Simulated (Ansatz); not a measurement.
The calculation used Ansatz, DFT PBE, scalar-relativistic, plane waves, PAW. All cells share a 420 eV cutoff and Γ-centred k meshes spaced at most about 0.3 Å⁻¹ (about 0.25 or finer for metals, 2π included). No spin polarisation in the final relaxations.

Temperature and zero-point effects are left out.

Compare these two cells of Al₃B₂As, each relaxed at this level.

1.

```xyz
6
Lattice="6.5074 0.0000 0.0000 -3.2537 5.6356 0.0000 0.0000 0.0000 2.8166" Properties=species:S:1:pos:R:3 pbc="T T T"
Al    4.1930    0.0000    1.4083
Al   -2.0965    3.6312    1.4083
Al    1.1572    2.0043    1.4083
B     0.0000    3.7570    1.4083
B     3.2537    1.8785    1.4083
As    0.0000    0.0000    0.0000
```

2.

```xyz
6
Lattice="5.4775 -1.9345 0.0000 5.4775 1.9345 0.0000 -0.1881 0.0000 3.8769" Properties=species:S:1:pos:R:3 pbc="T T T"
Al    8.0220    0.3190    2.9226
Al    5.3834   -0.7592    1.9385
Al    2.7448    0.3190    0.9543
B     7.0534    0.3085    0.9545
B     3.7134    0.3085    2.9225
As    5.4775    1.4382    0.0000
```

Problem. Which is lower in energy, and by how much?

Solution. Cell 2 is lower, by 0.50 eV/atom. Cell 1 has space group P-62m (No. 189), 17.2 Å³/atom and no gap on its mesh; cell 2 has space group C2 (No. 5), 13.7 Å³/atom and a gap of 0.56 eV. Counting As or B atoms around Al (for each partner element, those within 1.25 times its shortest distance or 1.15 times the sum of covalent radii, where it is the nearest in units of that sum or under 1.3; a plus sign parts groups by distance over the sum of covalent radii), cell 1 has Al 4 and cell 2 has Al 4+2. The denser one is the lower, and pressure would at first widen the difference. Even the lower one lies +0.08 eV/atom against the reference forms of the elements (uncorrected), so neither is stable at this level. In cell 1, Al is surrounded by 2 B at 2.10 Å and 2 As at 2.71 Å; B has 3 Al at 2.10 Å; As is surrounded by 6 Al at 2.71 Å and 2 As at 2.82 Å. In cell 2, Al on a site of symmetry 1 is surrounded by 4 B at 2.19–2.27 Å, 4 Al at 2.72–2.77 Å, 1 Al at 3.02 Å and 2 As at 3.02–3.10 Å; B is surrounded by 1 As at 2.16 Å and 5 Al at 2.19–2.27 Å; As is surrounded by 2 B at 2.16 Å and 2 Al at 2.56 Å; 1 more site not described. Both come from invented guesses.

Kohn–Sham gaps at this level usually fall short of measured ones. Cells relaxed within their symmetry can be saddle points.
